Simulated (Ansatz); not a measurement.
Cells of Ni relaxed with r2SCAN (plane waves to 500 eV, PAW, scalar-relativistic; Ansatz, an electronic-structure program), each with a space-group label. One label is wrong.

**A**, labelled Im-3m (No. 229)
```xyz
1
Lattice="-1.3831 1.3831 1.3831 1.3831 -1.3831 1.3831 1.3831 1.3831 -1.3831" Properties=species:S:1:pos:R:3 pbc="T T T"
Ni     0.0000     0.0000     0.0000
```

**B**, labelled P6/mmm (No. 191)
```yaml
crystal:
  lattice:
    - [0.00000, 2.51294, 2.51294]
    - [2.51294, 0.00000, 2.51294]
    - [2.51294, 2.51294, 0.00000]
  atoms:
    - { symbol: Ni, position: [0.75000, 0.75000, 0.75000] }
    - { symbol: Ni, position: [0.50000, 0.50000, 0.50000] }
```

**C**, labelled R-3m (No. 166)
```
CELL_PARAMETERS angstrom
      1.21338     0.70054     4.31007
     -1.21338     0.70054     4.31007
      0.00000    -1.40109     4.31007
ATOMIC_POSITIONS crystal
  Ni 0.08906 0.08906 0.08906
  Ni 0.91094 0.91094 0.91094
```

**D**, labelled P6₃/mmc (No. 194)
```xyz
4
Lattice="2.4585 0.0000 0.0000 -1.2293 2.1292 0.0000 0.0000 0.0000 8.0754" Properties=species:S:1:pos:R:3 pbc="T T T"
Ni     0.0000     0.0000     0.0000
Ni     0.0000     0.0000     4.0377
Ni     0.0000     1.4194     2.0189
Ni     1.2293     0.7097     6.0566
```

Problem. Which label is wrong, and what should it be (tolerance 0.01 Å)?

Solution. B: its symmetry is Fd-3m, origin choice 1 (No. 227), cF8, diamond type; a = b = c = 5.0259 Å, α = β = γ = 90.00°.

Each run could gain symmetry but not lose that of its start, so entries can be saddle points. All of these are generated cells (placed on structure types, drawn at random, substituted or restacked) that were not matched to a known phase here.

Spin states reached: ferromagnetic; spin orders were not searched systematically. r2SCAN tends to overstate moments in metals.
